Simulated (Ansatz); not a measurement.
Fermi surface of Y (P6_3/mmc)

```yaml
crystal:
  lattice:
    - [3.54230, 0.00000, 0.00000]
    - [-1.77115, 3.06772, 0.00000]
    - [0.00000, 0.00000, 5.51617]
  atoms:
    - { symbol: Y, position: [0.33333, 0.66667, 0.25000] }
    - { symbol: Y, position: [0.66667, 0.33333, 0.75000] }
```

The conventional cell has a = 3.542 Å, b = 3.542 Å, c = 5.516 Å, α = 90.00°, β = 90.00°, γ = 120.00°. Y (atom 1) is surrounded by 12 Y at 3.43 to 3.54 Å.

Computed, not measured; unless marked otherwise by LDA, all-electron LAPW in Ansatz 0.2.0, scalar-relativistic. k mesh 10×10×6, fine mesh 16×16×12, Fermi-Dirac smearing of 0.080 eV, basis error target 1 meV/atom. The cell was relaxed by PAW under this functional, which moved its volume by -9 % from the database entry's.

Levels and slopes are solved on a 16×16×12 mesh, and each state is taken as quadratic over its cell.

(1) What is the density of states at the Fermi level, and which bare Sommerfeld coefficient follows?

(2) What Drude plasma energy and σ/τ do the band velocities give?

(3) Which bands cross the Fermi level, and what do they carry?

(4) Map the plane k₃ = 0 of the mesh: how many bands lie under the Fermi level at each point, counted from the least on the plane?

(5) On PAW files the program sums the optical response inside the mesh cells, interband lines and its own Drude term. Where does ε₁ rise through zero (a sharp plasmon if ε₂ is small there), and how much light is reflected?

(6) What does PAW give for the same cell?

Answers

(1) N(E_F) = 1.8 states/eV/atom (both spins), so γ = (π²/3) k_B² N(E_F) = 4.24 mJ/(mol-atom K²) without electron-phonon or spin-fluctuation enhancement.

(2) (ħω_p,α)² = (e²/ε₀VN_k) Σ_nkσ (∂E/∂k_α)² δ(E − E_F) gives ħω_p = (3.92, 3.92, 5.06) eV along x, y, z, and σ/τ = ε₀ω_p² = 3.13×10²⁰ Ω⁻¹m⁻¹s⁻¹ along x. Weighted by the density of states, the mean Fermi speed is 0.324×10⁶ m/s; the surface has an area of 15.9 Å⁻² for each spin direction.

(3) 

| band | filled part | N (states/eV/cell) | speed (10⁶ m/s) | 5th to 95th percentile | area (Å⁻²) | filling |
| --- | --- | --- | --- | --- | --- | --- |
| 1 | 0.72 | 1.48 | 0.369 | 0.27 to 0.54 | 7.42 | partly filled |
| 2 | 0.28 | 2.12 | 0.292 | 0.14 to 0.53 | 8.46 | partly filled |

(4) k₁ runs to the right and k₂ upwards, each from −½ to ½ with 0 in the middle (the axes needn't be at right angles):
```
1112222111222222
2111222111222222
2211111111222222
2221100011222222
2221000000122222
2221000000012222
1111000000001111
1111100000001111
1111100000000111
2222210000000122
2222221000000122
2222222110001122
2222222111111112
2222222111222111
1222222111222211
1122222111222221
```

(5) 

```json
{
  "Fine mesh": "16, 16, 12",
  "Window top": "30 eV",
  "Line width": "0.2 eV",
  "Drude damping": "0.1 eV",
  "ε₁ rises through zero at x": "0.77, 6.19, 11.57, 24.87, 29.94 eV",
  "ε₂ there x": "27.7, 2.55, 0.41, 1.58, 0.25",
  "ε₁ rises through zero at z": "1.1, 12.02, 24.78, 29.69 eV",
  "ε₂ there z": "19.2, 0.42, 1.32, 0.39",
  "Plasma energy (x, y, z)": "3.654, 3.654, 5.151 eV",
  "Reflectivity at 1 eV, x-polarised": "0.5537",
  "Reflectivity at 2 eV, x-polarised": "0.6166",
  "Reflectivity at 3 eV, x-polarised": "0.5676"
}
```

The plasma energy here is the program's own sum at the run's smearing; it differs from the value above by up to 7 %, through mesh and smearing.

(6) N(E_F) = 1.8 states/eV/atom and ħω_p,x = 3.91 eV.

Keep in mind: large density of states at the Fermi level, a magnetic or distorted state may lie lower; these sums move with the mesh, by several per cent and more for small sheets; frozen-core PAW files fitted under PBE, their cores solved anew for the functional of the run.
